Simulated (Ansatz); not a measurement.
Electric field gradients in GaSbAs2

Level of theory: DFT PBE, scalar-relativistic, plane waves, PAW in Ansatz 0.2.0. Cutoff 420 eV, 10×10×6 k-points (Γ-centred), Fermi-Dirac smearing of 0.15 eV. No spin polarisation.

Equilibrium structure at this level:
```
Ga Sb As
1.0
     4.18860    0.00000    0.00000
     0.00000    4.18860    0.00000
     0.00000    0.00000    6.60050
Ga Sb As
1 1 2
Direct
  0.50000 0.50000 0.00000
  0.00000 0.00000 0.50000
  0.50000 0.00000 0.78639
  0.00000 0.50000 0.21361
```

The cell was built by swapping an element in a database structure (itself possibly hypothetical) and relaxing; it need not be the stable form of this composition. In a metal these results depend on the k mesh and the smearing. Spin–orbit coupling is left out, which matters for gradients at heavy nuclei.

Problem. Give V_zz (10²¹ V/m²) and the asymmetry η at each distinct site.

Solution.
| atom | V_zz | η |
| --- | --- | --- |
| Ga (atom 1) | 2.35 | 0.00 |
| Sb (atom 2) | 4.40 | 0.00 |
| As (atom 3) | 7.46 | 0.72 |

Cost: 1 run of about 0.47 core-minutes, on Oxide Virtual Turin-like Processor (Zen 5) (shared hosts).